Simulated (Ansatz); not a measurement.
AlFe (CsCl type)

```xyz
2
Lattice="2.8747 0.0000 0.0000 0.0000 2.8747 0.0000 0.0000 0.0000 2.8747" Properties=species:S:1:pos:R:3 pbc="T T T"
Al     0.0000     0.0000     0.0000
Fe     1.4374     1.4374     1.4374
```

The slice is a {210} plane (indices of the conventional cell) through the point (0.500, 0.500, 0.500) (fractional), spanned by u = [100] and v = [021] in vectors of this cell: u (2.87 Å) and v (6.43 Å, at 90° to u). It covers one period; positions are fractions (u, v).

The numbers are results of PBE (plane waves to 420 eV, PAW, scalar-relativistic; Ansatz, a first-principles code), not measurements. k mesh 16×16×16. Inside the PAW spheres the values are not all-electron values, and peaks at nuclei hang on which shells count as valence. AlFe was relaxed with its symmetry unable to fall. Relaxed AlFe ends ferromagnetic. Other magnetic orders were not checked, so this need not be the ground state.

Q: Predict the map of the electron localisation function (ELF) on the slice.

A: 
```
|xx= ** =x|
|+=.-##-.=|
| .-#@@#-.|
|+*%@%%@%*|
|%@@#::#@@|
|#%@+  +@%|
|+#@#--#@#|
|+*%@%%@%*|
|**%@@@@%*|
|##%@@@@%#|
|**%@@@@%*|
|+*%@%%@%*|
|+#@#--#@#|
|#%@+  +@%|
|%@@#::#@@|
|+*%@%%@%*|
| .-#@@#-.|
|+=.-##-.=|
|xx= ** =x|
|xx= ++ =x|
```
Scale: ten equal steps from 0.13 (start of ' ') to 0.54 (end of '@'), in the order ' .:-=+*#%@'. Values: electron localisation function (ELF). The map has 9 points along u (one character each, u = 0 at the left) and 20 along v (v = 0 in the bottom row). Points within 0.5 Å of a nucleus are blanked (x), as the pseudised field means little there.
